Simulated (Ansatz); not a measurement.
Run on PbF₂ (Fluorocronite): DFT, PBE, all-electron LAPW, scalar-relativistic (Ansatz 0.2.0).

The cell comes from a relaxation on PAW files under the same functional, begun from a database entry that needn't be the ground state.

Command: `ansatz run input.yaml --threads 1 --pin off --max-ram 3072MiB --backend cpu --events-out ev --progress --plain --runs-dir out` It took 45 s on 1 thread of Arm Neoverse N1, on a shared host, peak memory 0.35 GiB.

```yaml
crystal:
  lattice:
    - [0.0, 2.9999686944, 2.9999686944]
    - [2.9999686944, 0.0, 2.9999686944]
    - [2.9999686944, 2.9999686944, 0.0]
  atoms:
    - { symbol: Pb, position: [0.0, 0.0, 0.0] }
    - { symbol: F, position: [0.25, 0.25, 0.25] }
    - { symbol: F, position: [0.75, 0.75, 0.75] }
kpoints:
  mp_grid: { grid: [8, 8, 8] }
  band_path:
    path:
      - [0.0, 0.0, 0.0]
      - [0.5, 0.0, 0.5]
      - [0.625, 0.25, 0.625]
      - [0.375, 0.375, 0.75]
      - [0.0, 0.0, 0.0]
      - [0.5, 0.5, 0.5]
      - [0.5, 0.25, 0.75]
      - [0.5, 0.0, 0.5]
    npoints: 14
scf:
  occupations: { method: fermi_dirac, width: 0.02 }
hamiltonian:
  xc: pbe
  pseudopotentials: { kind: all_electron, lapw: { basis_error: 0.0005 } }
output:
  forces: true
  stress: true
  eigenvalues: true
  populations: true
```

Output:

```
Pb: projections on atomic orbitals take those of the free atom 1s2 2s2 2p6 3s2 3p6 3d10 4s2 4p6 4d10 4f14 5s2 5p6 5d10 6s2 6p2, of charge +0.00 (hamiltonian.pseudopotentials.projection_atoms)
F: projections on atomic orbitals take those of the free atom 1s2 2s2 2p5, of charge +0.00 (hamiltonian.pseudopotentials.projection_atoms)
LAPW: plane waves up to 8.472 Å⁻¹, error target 5.0e-4 eV per atom; small_component_spin mean_spin; F in spheres of 1.167 Å, 7 of its electrons in bands, Dirac shells []; Pb in spheres of 1.431 Å, 36 of its electrons in bands, Dirac shells [] (how accurate: hamiltonian.pseudopotentials.lapw.basis_error, Limitations)
Engine: ansatz 0.2.0
Pseudopotentials: kind: all_electron
Pseudopotential: Pb, LAPW, valence charge 36, lapw/all_electron/scalar/gaussian/Pb, Koelling and Harmon's equation, gaussian nucleus
Pseudopotential: F, LAPW, valence charge 7, lapw/all_electron/scalar/gaussian/F, Koelling and Harmon's equation, gaussian nucleus
Functional definition: PBE
  parameter kappa = 0.804
  parameter beta = 0.06672455060314922
  exchange = pbe_x(kappa = kappa, mu = beta*pi^2/3)
  correlation = pbe_c(beta = beta)
Crystal: 3 atoms, lattice volume = 53.998 Å³
Basis set: ecut = 273.45948962471704 eV, 537 PW (Γ), exchange–correlation at level 2
Bands: 30, of which v1, the nominal top of the filled ones, is band 25 counted from 1 (24 counted from 0)
Symmetry: 48 space group operations
Space group: Fm-3m (ITA 225), of the structure as read, at distance tolerance 3.8e-5 Å
k-points: 29 of 512
Non-local potential: Pb, projectors of the file, none
Non-local potential: F, projectors of the file, none
Initial density: superposition of atomic densities (chi_scale 0.1, normalization cell, long waves kept (reshape's long-wave potential 0.01 eV rms))
Initial wavefunctions: plane waves of lowest kinetic energy (no species holds an atomic orbital)
Functional: x = pbe(κ = 0.804, μ = 0.2195149727645171), c = pbe(β = 0.06672455060314922)
iter 1 solved again at ethr=4.19e-3 eV; its pass at ethr=1.00e-1 eV (dr2=2.10e0 eV) is discarded
SCF iter   1: F=—  HF=-573507.742556 eV  |F-HF|=—  |Δ(HF+E_count)|=         —  Δρ=5.09e-2  dr2=2.10e0  ethr=4.19e-3  ⟨swp⟩=2.0  Hψ=5374  notcnv=0
preconditioner: auto → none  [insulator: Δε(μ)=5.573 eV  Ē_g=19.020 eV  σ=0.020 eV  W_gap=1.00  n_scr=14 (ndim 8)  ℏωp=26.7 eV  f_vac=0.170  D(μ)=0.00/eV (n_scr^D=0)  ε∞_Penn≈3.0]
iter 2 solved again at ethr=1.03e-4 eV; its pass at ethr=4.19e-3 eV (dr2=5.15e-2 eV) is discarded
SCF iter   2: F=—  HF=-573506.354827 eV  |F-HF|=—  |Δ(HF+E_count)|=    1.39e0  Δρ=1.02e-2  dr2=5.15e-2  ethr=1.03e-4  ⟨swp⟩=2.0  Hψ=4727  notcnv=0
SCF iter   3: F=—  HF=-573505.755304 eV  |F-HF|=—  |Δ(HF+E_count)|=   6.00e-1  Δρ=1.10e-2  dr2=1.02e-1  ethr=1.03e-4  ⟨swp⟩=3.0  Hψ=3030  notcnv=0
SCF iter   4: F=—  HF=-573505.744338 eV  |F-HF|=—  |Δ(HF+E_count)|=   1.10e-2  Δρ=2.04e-3  dr2=3.45e-3  ethr=1.03e-4  ⟨swp⟩=3.0  Hψ=2780  notcnv=0
SCF iter   5: F=—  HF=-573505.740068 eV  |F-HF|=—  |Δ(HF+E_count)|=   4.27e-3  Δρ=9.27e-4  dr2=7.07e-4  ethr=6.90e-6  ⟨swp⟩=2.0  Hψ=2599  notcnv=0
SCF iter   6: F=—  HF=-573505.739276 eV  |F-HF|=—  |Δ(HF+E_count)|=   7.92e-4  Δρ=3.36e-4  dr2=9.16e-5  ethr=1.41e-6  ⟨swp⟩=3.0  Hψ=2677  notcnv=0
SCF iter   7: F=—  HF=-573505.739227 eV  |F-HF|=—  |Δ(HF+E_count)|=   4.82e-5  Δρ=6.94e-5  dr2=3.84e-6  ethr=1.83e-7  ⟨swp⟩=2.0  Hψ=2508  notcnv=0
SCF iter   8: F=-573505.739230 eV  HF=-573505.739231 eV  |F-HF|=5.32e-8  |Δ(HF+E_count)|=   3.14e-6  Δρ=7.95e-6  dr2=4.76e-8  ethr=7.68e-9  ⟨swp⟩=2.1  Hψ=2496  notcnv=0
SCF 1 converged in 8 iterations: F = -573505.739230 eV  dr2 = 4.76e-8
NSCF: frozen V_eff on 99 k-points
SCF converged after 8 iterations
Free energy (F): -573505.739230 eV
Harris-Foulkes:  -573505.739231 eV  (|F-HF|=5.32e-8)
Internal energy: -573505.739230 eV  (E = F + TS)
E sigma→0 (E₀):  -573505.739230 eV
Fermi energy:    9.349534 eV
--- Per-component energies (eV) ---
  E_band       = -2416.104313
  E_kinetic    = 660406.293610
  E_xc         = -11146.554610
  E_electrostatic = -1222765.478231  (all electrons and nuclei)
  E_smearing   = -0.000000  (= −TS)
  E_closure    = 0.000000  (closes the sum)
  E_atoms      = -573491.407447  (free atoms, spherical and without spin; not in F)
  Σ components = -573505.739230   (vs F -573505.739230, Δ=0.00e0)
  Basis errors (estimates in eV, not in F): energy 2.0e-4 per atom: plane waves 1.7e-4 (9.8e-5 summed), levels above the bands 2.3e-250, relativity 1.4e-8, radial functions 2.2e-5, core shells 6.8e-7; eigenvalues (radial functions only) 1.1e-5; not estimated: angular momenta, meshes, grids; target (lapw.basis_error) 5.0e-4; muffin-tin radii F 1.167 Å, Pb 1.431 Å
--- Forces (eV/Å), atoms counted from 1 ---
  atom   1  Pb    -0.00000000    -0.00000000     0.00000000
  atom   2  F      0.00000000     0.00000000     0.00000000
  atom   3  F      0.00000000     0.00000000     0.00000000
  max |Σ_I F_I| component: 2.08e-17 eV/Å
--- Stress (GPa, compression-positive) ---
        0.036679      -0.000000       0.000000
       -0.000000       0.036679       0.000000
        0.000000       0.000000       0.036679
  P = ⅓ Tr σ = 0.0367 GPa (0.367 kbar)
--- Band table (eV; the first three rows and the last of 29) ---
  k-point 0: bands = ["-129.9132", "-118.9426", "-118.9426", "-118.9426", "-118.9401", "-118.9401", "-118.9401", "-118.9370", "-71.7654", "-71.7654", "-71.7654", "-13.6978", "-13.1412", "-7.2994", "-7.2994", "-7.2994", "-7.2563", "-7.2563", "2.4865", "4.8652", "4.8652", "4.8652", "5.3512", "5.3512", "5.3512", "13.8477", "13.8477", "13.8477", "17.6641", "22.1828"]
  k-point 1: bands = ["-129.9132", "-118.9426", "-118.9426", "-118.9426", "-118.9401", "-118.9401", "-118.9401", "-118.9370", "-71.7654", "-71.7654", "-71.7654", "-13.6709", "-13.1655", "-7.2942", "-7.2942", "-7.2720", "-7.2561", "-7.2561", "2.2656", "4.7456", "4.8380", "4.8380", "5.3265", "5.3265", "5.7145", "13.3331", "13.9650", "13.9650", "18.5348", "21.7612"]
  k-point 2: bands = ["-129.9132", "-118.9426", "-118.9426", "-118.9426", "-118.9401", "-118.9401", "-118.9401", "-118.9370", "-71.7654", "-71.7654", "-71.7654", "-13.6001", "-13.2288", "-7.2869", "-7.2869", "-7.2503", "-7.2503", "-7.2077", "1.8377", "4.5760", "4.7740", "4.7740", "5.2668", "5.2668", "6.3615", "12.6236", "14.2515", "14.2515", "19.8239", "21.1985"]
  k-point 28: bands = ["-129.9132", "-118.9426", "-118.9426", "-118.9426", "-118.9401", "-118.9401", "-118.9401", "-118.9370", "-71.7654", "-71.7654", "-71.7654", "-13.3994", "-13.3994", "-7.2732", "-7.2476", "-7.2251", "-7.1654", "-7.1654", "0.9605", "3.6928", "4.6829", "4.6829", "5.6959", "5.8037", "7.1150", "13.1114", "13.1114", "14.5307", "17.2759", "21.5508"]
--- Löwdin populations: 3 sites ---
  site symbol       q [e]
     0     Pb     80.8672
     1      F      9.5313
     2      F      9.5313
  spilling = 0.000702 (of n_electrons = 100.000000)
```

populations.tsv:

```
# site	symbol	l	j	q
# orbitals = lowdin
# n_electrons = 100.000000
# spilling = 0.000702
# projection_atom_Pb: 1s2 2s2 2p6 3s2 3p6 3d10 4s2 4p6 4d10 4f14 5s2 5p6 5d10 6s2 6p2
# projection_atom_F: 1s2 2s2 2p5
0	Pb	0_1S	-	2.000000
0	Pb	0_2S	-	1.999999
0	Pb	0_3S	-	1.999983
0	Pb	0_4S	-	1.999839
0	Pb	0_5S	-	1.998081
0	Pb	0_6S	-	1.943205
0	Pb	1_2P	-	6.000000
0	Pb	1_3P	-	6.000000
0	Pb	1_4P	-	5.999986
0	Pb	1_5P	-	5.998723
0	Pb	1_6P	-	0.929328
0	Pb	2_3D	-	10.000000
0	Pb	2_4D	-	10.000000
0	Pb	2_5D	-	9.998019
0	Pb	3_4F	-	14.000000
1	F	0_1S	-	1.999455
1	F	0_2S	-	1.916651
1	F	1_2P	-	5.615207
2	F	0_1S	-	1.999455
2	F	0_2S	-	1.916651
2	F	1_2P	-	5.615207
```

Next run (cell and atoms relaxed), as changes to the input before:

```diff
   mp_grid: { grid: [8, 8, 8] }
-  band_path:
-    path:
-      - [0.0, 0.0, 0.0]
-      - [0.5, 0.0, 0.5]
-      - [0.625, 0.25, 0.625]
-      - [0.375, 0.375, 0.75]
-      - [0.0, 0.0, 0.0]
-      - [0.5, 0.5, 0.5]
-      - [0.5, 0.25, 0.75]
-      - [0.5, 0.0, 0.5]
-    npoints: 14
 scf:
   eigenvalues: true
-  populations: true
+relax:
+  f_tol: 0.005
+  max_steps: 12
+  cell: {}
```

Results part of the output:

```
basis re-selected at this cell: Δ(F+E_penalty+E_count) = -2.910e-8 eV, ΔP = -0.000 GPa vs the last step (what re-selecting the basis moved, after the strain that the cell walked since its last selection, with what the two solves' SCF thresholds leave and, on support functions, any second-order correction that the steps lacked; it is no measure of the basis error at this ecutwfc). This SCF's stress stands 3.65e-2 GPa from its target on what of the cell is left free (relax.cell.stress_tol is 5.00e-2 GPa) and its largest allowed force component is 1.16e-17 eV/Å (relax.f_tol is 5.00e-3 eV/Å): within both
SCF converged after 2 iterations
Free energy (F): -573505.739190 eV
Harris-Foulkes:  -573505.739190 eV  (|F-HF|=2.24e-8)
Internal energy: -573505.739190 eV  (E = F + TS)
E sigma→0 (E₀):  -573505.739190 eV
Fermi energy:    9.349701 eV
--- Per-component energies (eV) ---
  E_band       = -6291.319972
  E_kinetic    = 660406.278059
  E_xc         = -11146.551963
  E_electrostatic = -1222765.465286  (all electrons and nuclei)
  E_smearing   = -0.000000  (= −TS)
  E_closure    = 0.000000  (closes the sum)
  E_atoms      = -573491.407447  (free atoms, spherical and without spin; not in F)
  Σ components = -573505.739190   (vs F -573505.739190, Δ=0.00e0)
[... lines left out ...]
  P = ⅓ Tr σ = 0.0365 GPa (0.365 kbar)
--- Band table (eV; the first three rows and the last of 29) ---
  k-point 0: bands = ["-387.5250", "-387.5250", "-387.5206", "-387.5206", "-387.5206", "-129.9132", "-118.9424", "-118.9424", "-118.9424", "-118.9399", "-118.9399", "-118.9399", "-118.9368", "-71.7654", "-71.7654", "-71.7654", "-13.6974", "-13.1407", "-7.2995", "-7.2995", "-7.2995", "-7.2564", "-7.2564", "2.4865", "4.8656", "4.8656", "4.8656", "5.3516", "5.3516", "5.3516", "13.8478", "13.8478", "13.8478", "17.6642", "22.1829", "22.1829"]
  k-point 1: bands = ["-387.5250", "-387.5250", "-387.5206", "-387.5206", "-387.5206", "-129.9132", "-118.9424", "-118.9424", "-118.9424", "-118.9399", "-118.9399", "-118.9399", "-118.9368", "-71.7654", "-71.7654", "-71.7654", "-13.6705", "-13.1650", "-7.2942", "-7.2942", "-7.2721", "-7.2562", "-7.2562", "2.2656", "4.7460", "4.8384", "4.8384", "5.3269", "5.3269", "5.7149", "13.3331", "13.9651", "13.9651", "18.5349", "21.7613", "21.7613"]
  k-point 2: bands = ["-387.5250", "-387.5250", "-387.5206", "-387.5206", "-387.5206", "-129.9132", "-118.9424", "-118.9424", "-118.9424", "-118.9399", "-118.9399", "-118.9399", "-118.9368", "-71.7655", "-71.7654", "-71.7654", "-13.5996", "-13.2283", "-7.2869", "-7.2869", "-7.2504", "-7.2504", "-7.2077", "1.8378", "4.5763", "4.7744", "4.7744", "5.2672", "5.2672", "6.3619", "12.6237", "14.2515", "14.2515", "19.8240", "21.1985", "21.1985"]
  k-point 28: bands = ["-387.5250", "-387.5250", "-387.5206", "-387.5206", "-387.5206", "-129.9132", "-118.9424", "-118.9424", "-118.9424", "-118.9399", "-118.9399", "-118.9399", "-118.9368", "-71.7655", "-71.7655", "-71.7655", "-13.3989", "-13.3989", "-7.2732", "-7.2476", "-7.2252", "-7.1655", "-7.1655", "0.9605", "3.6931", "4.6832", "4.6832", "5.6963", "5.8042", "7.1153", "13.1115", "13.1115", "14.5309", "17.2760", "21.5509", "23.1674"]
--- Relaxed structure (1 steps of the walk, 1 accepted, 1 SCFs on fresh bases) ---
  F+E_penalty+E_count = -573505.73918959 eV   max|allowed force component| = 1.156e-17 eV/Å   (the final SCF, on the basis selected at the relaxed cell)
  cell:  # Å, volume = 53.9983 Å³
    - [0.0, 2.9999686944, 2.9999686944]
    - [2.9999686944, 0.0, 2.9999686944]
    - [2.9999686944, 2.9999686944, 0.0]
  atoms:
    - { symbol: Pb, position: [0.0, 0.0, 0.0] }
    - { symbol: F, position: [0.25000000000000006, 0.25000000000000006, 0.25000000000000006] }
    - { symbol: F, position: [0.7500000000000001, 0.7500000000000001, 0.7500000000000001] }
```

Next run (no relativity), as changes to the input before:

```diff
   mp_grid: { grid: [8, 8, 8] }
+  band_path:
+    path:
+      - [0.0, 0.0, 0.0]
+      - [0.5, 0.0, 0.5]
+      - [0.625, 0.25, 0.625]
+      - [0.375, 0.375, 0.75]
+      - [0.0, 0.0, 0.0]
+      - [0.5, 0.5, 0.5]
+      - [0.5, 0.25, 0.75]
+      - [0.5, 0.0, 0.5]
+    npoints: 8
 scf:
   xc: pbe
-  pseudopotentials: { kind: all_electron, lapw: { basis_error: 0.0005 } }
+  pseudopotentials:
+    kind: all_electron
+    lapw: { basis_error: 0.0005 }
+    relativity: none
 output:
   eigenvalues: true
-relax:
-  f_tol: 0.005
-  max_steps: 12
-  cell: {}
+  populations: true
```

Command: `ansatz run input.yaml --threads 1 --pin off --max-ram 3072MiB --backend cpu --events-out ev --progress --plain --runs-dir out` It took 35 s on 1 thread of Arm Neoverse N1, with other jobs on the host, peak memory 0.35 GiB.

Results part of the output:

```
SCF 1 converged in 8 iterations: F = -536813.364874 eV  dr2 = 4.38e-8
NSCF: frozen V_eff on 57 k-points
SCF converged after 8 iterations
Free energy (F): -536813.364874 eV
Harris-Foulkes:  -536813.364874 eV  (|F-HF|=5.06e-8)
Internal energy: -536813.364874 eV  (E = F + TS)
E sigma→0 (E₀):  -536813.364874 eV
Fermi energy:    10.877356 eV
--- Per-component energies (eV) ---
  E_band       = -2580.810663
  E_kinetic    = 536678.213457
  E_xc         = -10442.261008
  E_electrostatic = -1063049.317323  (all electrons and nuclei)
  E_smearing   = -0.000000  (= −TS)
  E_closure    = 0.000000  (closes the sum)
  E_atoms      = -536799.495003  (free atoms, spherical and without spin; not in F)
  Σ components = -536813.364874   (vs F -536813.364874, Δ=0.00e0)
  Basis errors (estimates in eV, not in F): energy 2.0e-4 per atom: plane waves 1.8e-4 (1.0e-4 summed), levels above the bands 1.6e-214, relativity 0.0e0, radial functions 1.9e-5, core shells 6.0e-7; eigenvalues (radial functions only) 1.8e-6; not estimated: angular momenta, meshes, grids; target (lapw.basis_error) 5.0e-4; muffin-tin radii F 1.167 Å, Pb 1.431 Å
--- Forces (eV/Å), atoms counted from 1 ---
  atom   1  Pb     0.00000000    -0.00000000    -0.00000000
  atom   2  F      0.00000000    -0.00000000     0.00000000
  atom   3  F      0.00000000     0.00000000     0.00000000
  max |Σ_I F_I| component: 1.27e-17 eV/Å
--- Stress (GPa, compression-positive) ---
        3.868424      -0.000000      -0.000000
       -0.000000       3.868424       0.000000
       -0.000000       0.000000       3.868424
  P = ⅓ Tr σ = 3.8684 GPa (38.684 kbar)
--- Band table (eV; the first three rows and the last of 29) ---
  k-point 0: bands = ["-137.0109", "-137.0109", "-137.0109", "-137.0088", "-137.0088", "-137.0088", "-137.0062", "-99.6673", "-65.2210", "-65.2210", "-65.2210", "-13.2469", "-12.7047", "-9.7493", "-9.7493", "-9.7493", "-9.7314", "-9.7314", "5.1145", "5.1145", "5.1145", "5.6943", "5.6943", "5.6943", "5.7308", "14.5150", "14.5150", "14.5150", "19.6241", "21.9226"]
  k-point 1: bands = ["-137.0109", "-137.0109", "-137.0109", "-137.0088", "-137.0088", "-137.0088", "-137.0062", "-99.6673", "-65.2211", "-65.2210", "-65.2210", "-13.2224", "-12.7382", "-9.7461", "-9.7461", "-9.7309", "-9.7309", "-9.7180", "4.7293", "5.0984", "5.0984", "5.1022", "5.6613", "5.6613", "6.7951", "14.1128", "14.6401", "14.6401", "20.2415", "21.5687"]
  k-point 2: bands = ["-137.0109", "-137.0109", "-137.0109", "-137.0088", "-137.0088", "-137.0088", "-137.0062", "-99.6673", "-65.2211", "-65.2210", "-65.2210", "-13.1604", "-12.8180", "-9.7439", "-9.7439", "-9.7242", "-9.7242", "-9.6468", "4.0353", "4.9237", "5.0633", "5.0633", "5.5792", "5.5792", "7.9172", "13.3985", "14.9478", "14.9478", "20.9241", "21.0543"]
  k-point 28: bands = ["-137.0109", "-137.0109", "-137.0109", "-137.0088", "-137.0088", "-137.0088", "-137.0062", "-99.6673", "-65.2212", "-65.2212", "-65.2211", "-13.0018", "-13.0018", "-9.7412", "-9.7243", "-9.7001", "-9.6098", "-9.6098", "2.8476", "3.9993", "5.0073", "5.0073", "6.0302", "6.1199", "9.6852", "13.6589", "13.6589", "15.0069", "17.5762", "21.5618"]
--- Löwdin populations: 3 sites ---
  site symbol       q [e]
     0     Pb     80.8622
     1      F      9.5286
     2      F      9.5286
  spilling = 0.000806 (of n_electrons = 100.000000)
```

Next run (no relativity, cell and atoms relaxed), as changes to the input before:

```diff
   mp_grid: { grid: [8, 8, 8] }
-  band_path:
-    path:
-      - [0.0, 0.0, 0.0]
-      - [0.5, 0.0, 0.5]
-      - [0.625, 0.25, 0.625]
-      - [0.375, 0.375, 0.75]
-      - [0.0, 0.0, 0.0]
-      - [0.5, 0.5, 0.5]
-      - [0.5, 0.25, 0.75]
-      - [0.5, 0.0, 0.5]
-    npoints: 8
 scf:
   eigenvalues: true
-  populations: true
+relax:
+  f_tol: 0.005
+  max_steps: 20
+  cell: {}
```

Results part of the output:

```
basis re-selected at this cell: Δ(F+E_penalty+E_count) = -2.900e-7 eV, ΔP = +0.000 GPa vs the last step (what re-selecting the basis moved, after the strain that the cell walked since its last selection, with what the two solves' SCF thresholds leave and, on support functions, any second-order correction that the steps lacked; it is no measure of the basis error at this ecutwfc). This SCF's stress stands 8.83e-3 GPa from its target on what of the cell is left free (relax.cell.stress_tol is 5.00e-2 GPa) and its largest allowed force component is 4.39e-17 eV/Å (relax.f_tol is 5.00e-3 eV/Å): within both
SCF converged after 2 iterations
Free energy (F): -536813.399924 eV
Harris-Foulkes:  -536813.399924 eV  (|F-HF|=6.87e-9)
Internal energy: -536813.399924 eV  (E = F + TS)
E sigma→0 (E₀):  -536813.399924 eV
Fermi energy:    9.850141 eV
--- Per-component energies (eV) ---
  E_band       = -6575.660611
  E_kinetic    = 536674.410316
  E_xc         = -10441.441375
  E_electrostatic = -1063046.368865  (all electrons and nuclei)
  E_smearing   = -0.000000  (= −TS)
  E_closure    = 0.000000  (closes the sum)
  E_atoms      = -536799.495003  (free atoms, spherical and without spin; not in F)
  Σ components = -536813.399924   (vs F -536813.399924, Δ=0.00e0)
[... lines left out ...]
  P = ⅓ Tr σ = -0.0088 GPa (-0.088 kbar)
--- Band table (eV; the first three rows and the last of 29) ---
  k-point 0: bands = ["-395.2734", "-395.2734", "-395.2700", "-395.2700", "-395.2700", "-137.9797", "-137.9797", "-137.9797", "-137.9779", "-137.9779", "-137.9779", "-137.9756", "-100.6263", "-66.1778", "-66.1778", "-66.1778", "-13.7842", "-13.3213", "-10.6806", "-10.6806", "-10.6806", "-10.6743", "-10.6743", "4.5210", "4.5210", "4.5210", "4.8040", "5.0695", "5.0695", "5.0695", "13.4772", "13.4772", "13.4772", "18.4767", "20.8609", "20.8609"]
  k-point 1: bands = ["-395.2734", "-395.2734", "-395.2700", "-395.2700", "-395.2700", "-137.9797", "-137.9797", "-137.9797", "-137.9779", "-137.9779", "-137.9779", "-137.9756", "-100.6263", "-66.1778", "-66.1778", "-66.1778", "-13.7634", "-13.3502", "-10.6788", "-10.6788", "-10.6733", "-10.6733", "-10.6549", "4.0394", "4.4843", "4.5076", "4.5076", "5.0384", "5.0384", "5.9564", "13.0921", "13.5875", "13.5875", "19.0646", "20.5121", "20.5121"]
  k-point 2: bands = ["-395.2734", "-395.2734", "-395.2700", "-395.2700", "-395.2700", "-137.9797", "-137.9797", "-137.9797", "-137.9779", "-137.9779", "-137.9779", "-137.9756", "-100.6263", "-66.1778", "-66.1778", "-66.1778", "-13.7108", "-13.4189", "-10.6801", "-10.6801", "-10.6650", "-10.6650", "-10.5961", "3.3861", "4.3424", "4.4791", "4.4791", "4.9607", "4.9607", "6.9912", "12.4045", "13.8572", "13.8572", "19.7550", "20.0078", "20.0078"]
  k-point 28: bands = ["-395.2734", "-395.2734", "-395.2700", "-395.2700", "-395.2700", "-137.9797", "-137.9797", "-137.9797", "-137.9779", "-137.9779", "-137.9779", "-137.9756", "-100.6263", "-66.1779", "-66.1779", "-66.1778", "-13.5775", "-13.5775", "-10.6815", "-10.6685", "-10.6428", "-10.5659", "-10.5659", "2.3040", "3.4982", "4.4303", "4.4303", "5.3854", "5.4571", "8.5903", "12.6082", "12.6082", "13.9672", "16.5891", "20.4971", "21.9555"]
--- Relaxed structure (4 steps of the walk, 4 accepted, 1 SCFs on fresh bases) ---
  F+E_penalty+E_count = -536813.39992361 eV   max|allowed force component| = 4.395e-17 eV/Å   (the final SCF, on the basis selected at the relaxed cell)
  cell:  # Å, volume = 57.0681 Å³
    - [3.8215296504191204e-35, 3.055773148046549, 3.055773148046549]
    - [3.055773148046549, 5.09537140714816e-35, 3.055773148046549]
    - [3.055773148046549, 3.055773148046549, 8.916901057567283e-35]
  atoms:
    - { symbol: Pb, position: [1.70716300892651e-33, -1.486035411504678e-33, -9.590740805518455e-34] }
    - { symbol: F, position: [0.25, 0.25, 0.25] }
    - { symbol: F, position: [0.7499999999999999, 0.7499999999999999, 0.7499999999999999] }
```
